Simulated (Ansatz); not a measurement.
Below is a relaxed structure of TaTeI2. The cell was found from a structure generator's guess, not taken from experiment.

Method: DFT PBE, scalar-relativistic, plane waves, PAW in Ansatz. Cutoff 420 eV, Γ-centred mesh, Gaussian smearing, no spin polarisation.

```
CELL_PARAMETERS angstrom
3.46690 0.00000 0.00000
0.00000 4.87320 0.00000
0.00000 0.00000 9.36153
ATOMIC_POSITIONS crystal
Ta 0.50000 0.50000 0.00000
Te 0.00000 0.00000 0.00000
I 0.00000 0.50000 0.74481
I 0.00000 0.50000 0.25519
```

The zero of energy is the elements' standard structures at the same level; no fitted shifts are applied.

Q: Find its symmetry and describe it.

A: Pmmm (No. 47). Conventional cell: a = 3.467 Å, b = 4.873 Å, c = 9.362 Å. Ta has 4 I at 2.95 Å, 4 Te at 2.99 Å and 2 Ta at 3.47 Å; around Te lie 4 Ta at 2.99 Å, 4 I at 3.41 Å and 2 Te at 3.47 Å; I has 2 Ta at 2.95 Å, 2 Te at 3.41 Å and 2 I at 3.47 Å.

Q: What is its formation energy per atom?

A: +0.13 eV/atom. It can't be a ground state, since the elements alone are lower.

Q: Is it a metal?

A: Yes, bands cross the Fermi level on the 14×10×6 mesh.

The last run used a 14×10×6 mesh (in the run's order of axes) for its 4-atom cell and Gaussian smearing of 0.10 eV. No dispersion correction is applied, so the spacing and binding between layers, chains or molecules are poorly described. These runs have no spin–orbit coupling, which can matter for I, Ta and Te. An odd number of electrons in the primitive cell allows no gap without spin; a larger cell or a magnetic state could open one. The cell is a metal run without spin; a magnetic state may lie lower. The reference forms of I and Te are held partly by dispersion forces, which this level lacks. Symmetry constrained the relaxation, so the result can be a saddle point.
